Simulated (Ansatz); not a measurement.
This cell of PtPb (NiAs type) is off equilibrium:

```
PtPb
1.0
    4.47360     0.00000     0.00000
   -2.23680     3.87425     0.00000
    0.00000     0.00000     5.56256
Pt Pb
2 2
Direct
  0.00000   0.00000   0.50000
  0.00000   0.00000   0.00000
  0.33333   0.66667   0.25000
  0.66667   0.33333   0.75000
```

The numbers are results of r2SCAN (plane waves to 500 eV, PAW, scalar-relativistic; Ansatz, a first-principles code), not measurements. k mesh 12×12×9 (Γ-centred), Fermi-Dirac smearing 0.05 eV. E stands for the smeared free energy. Compression counts positive. With partly filled bands, the response to shear is sensitive to the k mesh, so small differences along c/a are uncertain. PtPb is run without spin polarisation. PtPb was relaxed with its symmetry unable to fall. Spin-orbit coupling is left out, though Pb and Pt are heavy.

**Question.** Give the stress tensor in GPa and the pressure.

**Answer.** 
```
   -6.5      0.0      0.0
    0.0     -6.5      0.0
    0.0      0.0     -5.4
```
The pressure, a third of the trace, is -6.2 GPa.

**Question.** It is the relaxed cell deformed to V/V₀ = 1.080, (c/a)/(c/a)₀ = 0.973, c along z, fractional positions held. What is its energy relative to the relaxed cell?

**Answer.** 39 meV/atom.

(Under strain, the slope of the energy per volume gives the stress and its curvature an elastic modulus.)
